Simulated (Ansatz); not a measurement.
CsPbBr3 (cubic perovskite)

```yaml
crystal:
  lattice:
    - [5.93781, 0.00000, 0.00000]
    - [0.00000, 5.93781, 0.00000]
    - [0.00000, 0.00000, 5.93781]
  atoms:
    - { symbol: Cs, position: [0.00000, 0.00000, 0.00000] }
    - { symbol: Pb, position: [0.50000, 0.50000, 0.50000] }
    - { symbol: Br, position: [0.00000, 0.50000, 0.50000] }
    - { symbol: Br, position: [0.50000, 0.50000, 0.00000] }
    - { symbol: Br, position: [0.50000, 0.00000, 0.50000] }
```

This relaxed cell (volume V₀) is scaled evenly in all directions, its shape held. Symmetry pins the atoms to their sites.

The numbers are results of r2SCAN (plane waves to 500 eV, PAW, scalar-relativistic; Ansatz, a quantum-chemistry and plane-wave program), not measurements. k mesh 6×6×6 (Γ-centred), Fermi-Dirac smearing 0.05 eV. Energies are smeared free energies. CsPbBr3 was relaxed with its symmetry unable to fall. Spin-orbit coupling is left out, though Pb is heavy. The PAW data are Ansatz's earlier set. This is a high-temperature form of CsPbBr3. ΔE is measured from the relaxed starting cell.

```csv
V (Å³/atom),ΔE (meV/atom)
37.684,33.8
38.730,18.0
39.777,7.6
40.824,1.8
41.871,0.0
42.917,1.6
43.964,6.3
45.011,13.5
46.058,23.0
```

**Question.** What is the fitted pressure derivative B₀′?

**Answer.** 4.7.

**Question.** What bulk modulus B₀ follows from a third-order Birch-Murnaghan fit?

**Answer.** 21.1 GPa. Check by three points about V = 41.871 Å³/atom, step 1.047: d²E/dV² ≈ (1.8 − 2·0.0 + 1.6) meV / 1.047² = 0.00310 eV/Å⁶, and V·d²E/dV² × 160.2 = 20.8 GPa.

(Under strain, the slope of the energy per volume gives the stress and its curvature an elastic modulus.)
